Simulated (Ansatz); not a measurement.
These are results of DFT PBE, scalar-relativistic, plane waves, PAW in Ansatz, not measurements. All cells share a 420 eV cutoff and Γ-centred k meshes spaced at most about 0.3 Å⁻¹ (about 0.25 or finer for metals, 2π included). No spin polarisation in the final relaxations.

These are static total energies at zero pressure.

Two forms of NbInS₄ were relaxed alike.

A.

```yaml
crystal:
  lattice:
    - [3.49447, 0.00000, 0.00000]
    - [-1.74723, 3.02630, 0.00000]
    - [0.00000, 0.00000, 12.90910]
  atoms:
    - { symbol: Nb, position: [0.00000, 0.00000, 0.00000] }
    - { symbol: In, position: [0.00000, 0.00000, 0.50000] }
    - { symbol: S, position: [0.66667, 0.33333, 0.62687] }
    - { symbol: S, position: [0.66667, 0.33333, 0.11533] }
    - { symbol: S, position: [0.33333, 0.66667, 0.88467] }
    - { symbol: S, position: [0.33333, 0.66667, 0.37313] }
```

B.

```yaml
crystal:
  lattice:
    - [3.12761, 0.00000, 0.00000]
    - [0.00000, 3.12761, 0.00000]
    - [0.00000, 0.00000, 13.60135]
  atoms:
    - { symbol: Nb, position: [0.50000, 0.50000, 0.50000] }
    - { symbol: In, position: [0.00000, 0.00000, 0.00000] }
    - { symbol: S, position: [0.00000, 0.00000, 0.60665] }
    - { symbol: S, position: [0.50000, 0.50000, 0.12333] }
    - { symbol: S, position: [0.50000, 0.50000, 0.87667] }
    - { symbol: S, position: [0.00000, 0.00000, 0.39335] }
```

**Question.** Which would you expect to be lower, and how large is the difference?

**Answer.** A is lower, by 0.33 eV/atom. A has Nb and In ordered on cadmium iodide sites, space group P-3m1 (No. 164), 22.8 Å³/atom and no gap on its mesh; B has space group P4/mmm (No. 123), 22.2 Å³/atom and no gap. Counting S atoms around In and Nb (those within 1.25 times the shortest such distance or 1.15 times the sum of covalent radii, 1.27 where that leaves under three), A has Nb 6, In 6 and B has Nb 8, In 8. In A, around Nb lie 6 S at 2.51 Å; In is surrounded by 6 S at 2.60 Å; S on its first site is surrounded by 3 In at 2.60 Å; 1 more site not described. In B, around Nb lie 8 S at 2.64 Å and 4 Nb at 3.13 Å; In is surrounded by 8 S at 2.78 Å and 4 In at 3.13 Å; S on its first site is surrounded by 4 Nb at 2.64 Å, 1 S at 2.90 Å and 4 S at 3.13 Å; 1 more site not described. Both come from invented guesses.

No dispersion correction is applied, so the spacing and binding between layers, chains or molecules are poorly described (P-3m1, P4/mmm), and this can change margins and order among such cells. A magnetic state wasn't ruled out in cells without spin, among them P-3m1, P4/mmm. Cells relaxed within their symmetry can be saddle points.
